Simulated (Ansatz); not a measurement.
This AgSnF3 structure is the end of a relaxation. The cell was found from a structure generator's guess, not taken from experiment.

These are results of DFT PBE, scalar-relativistic, plane waves, PAW (Ansatz), not measurements. Cutoff 420 eV, Γ-centred mesh, Gaussian smearing, no spin polarisation.

```
CELL_PARAMETERS angstrom
5.52693 0.00000 0.00000
-2.76347 4.78646 0.00000
0.00000 0.00000 7.04575
ATOMIC_POSITIONS crystal
Ag 0.33333 0.66667 0.75000
Ag 0.66667 0.33333 0.25000
Sn 0.00000 0.00000 0.00000
Sn 0.00000 0.00000 0.50000
F 0.83376 0.66751 0.75000
F 0.33249 0.16624 0.75000
F 0.83376 0.16624 0.75000
F 0.16624 0.33249 0.25000
F 0.66751 0.83376 0.25000
F 0.16624 0.83376 0.25000
```

Formation energies are uncorrected and refer to the elements' standard structures at the same level (F₂ as a molecule). The references include grey tin.

(1) What space group does it have?

(2) What is its formation energy per atom?

(3) Is it a metal?

(4) From what recipe could a structure generator have reached it?

Results:

(1) P6_3/mmc (No. 194). Conventional cell: a = 5.527 Å, c = 7.046 Å. Ag has 6 F at 2.76 Å; Sn has 6 F at 2.37 Å; F has 2 Sn at 2.37 Å, 4 F at 2.76–2.77 Å and 2 Ag at 2.76 Å.

(2) −1.433 eV/atom. Whether it is stable depends on the other phases of the system, which aren't compared here.

(3) No, the gap on the 6×6×4 mesh is 0.83 eV.

(4) One such recipe: perovskite family, AX3 layers stacked AB, next cell at A (P6_3/mmc, No. 194). Other recipes can lead to the same cell.

The last run used a 6×6×4 mesh (in the run's order of axes) for its 10-atom cell and Gaussian smearing of 0.02 eV. Kohn–Sham gaps at this level usually fall short of measured ones. Symmetry constrained the relaxation, so the result can be a saddle point.
